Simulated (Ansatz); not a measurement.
## A vibration from a frozen displacement in SnSe

Method: Ansatz 0.2.0, DFT LDA, scalar-relativistic, plane waves, PAW. Cutoff 420 eV, Γ-centred 8×8×8 k-points, Gaussian smearing of 0.05 eV. No spin polarisation. Energies are free energies at this smearing, counted from the undisturbed cell; pressure is positive in compression.

The undisturbed cell (relaxed at this level; this rock-salt form isn't the usual structure):

```
Sn Se
1.0
     0.00000    2.94665    2.94665
     2.94665    0.00000    2.94665
     2.94665    2.94665    0.00000
Sn Se
1 1
Direct
  0.00000 0.00000 0.00000
  0.50000 0.50000 0.50000
```

Every Se atom is moved by x along the Cartesian unit vector (0.000, 0.000, -1.000); the cell and all other atoms stay fixed. The cell's volume is 51.17 Å³; the moved atoms weigh 78.971 u together and the others 118.710 u. Some rows repeat others by symmetry and weren't run.

| x (Å) | ΔE (meV/cell) | total force on the moved atoms along the move (eV/Å) | pressure (GPa) |
| --- | --- | --- | --- |
| -0.3000 | 50.83 | 0.5475 | 1.6797 |
| -0.2625 | 33.23 | 0.3966 | 1.2594 |
| -0.2250 | 20.69 | 0.2768 | 0.9067 |
| -0.1875 | 12.13 | 0.1845 | 0.6165 |
| -0.1500 | 6.55 | 0.1164 | 0.3847 |
| -0.1125 | 3.15 | 0.0685 | 0.2079 |
| -0.0750 | 1.22 | 0.0364 | 0.0837 |
| -0.0375 | 0.28 | 0.0154 | 0.0100 |
| 0.0000 | 0.00 | 0.0000 | -0.0145 |
| 0.0375 | 0.28 | -0.0154 | 0.0100 |
| 0.0750 | 1.22 | -0.0364 | 0.0837 |
| 0.1125 | 3.15 | -0.0685 | 0.2079 |
| 0.1500 | 6.55 | -0.1164 | 0.3847 |
| 0.1875 | 12.13 | -0.1845 | 0.6165 |
| 0.2250 | 20.69 | -0.2768 | 0.9067 |
| 0.2625 | 33.23 | -0.3966 | 1.2594 |
| 0.3000 | 50.83 | -0.5475 | 1.6797 |

Problem. What frequency belongs to this motion?

Solution. The force constant is k = −dF/dx = 0.411 eV/Å², from the parabola through x = -0.0375, 0 and 0.0375. In every cell the moved atoms swing against the rest, so the mass is μ = m₁m₂/(m₁ + m₂) = 47.423 u, and ν̃ = 521.5 cm⁻¹ × √(|k|/μ) = 49 cm⁻¹. To first order in x, and within 1 %, the force on every atom lies along the move and, within each of the two groups, in proportion to the atom's mass, so this is itself a mode at the zone centre of this cell, taken without macroscopic field (the transverse frequency in a polar insulator).

Problem. How far does the harmonic law reach?

Solution. At x = -0.300 Å, kx²/2 = 18.48 meV against the computed 50.83 meV (+175.0 %): the well stiffens in this direction at large amplitude.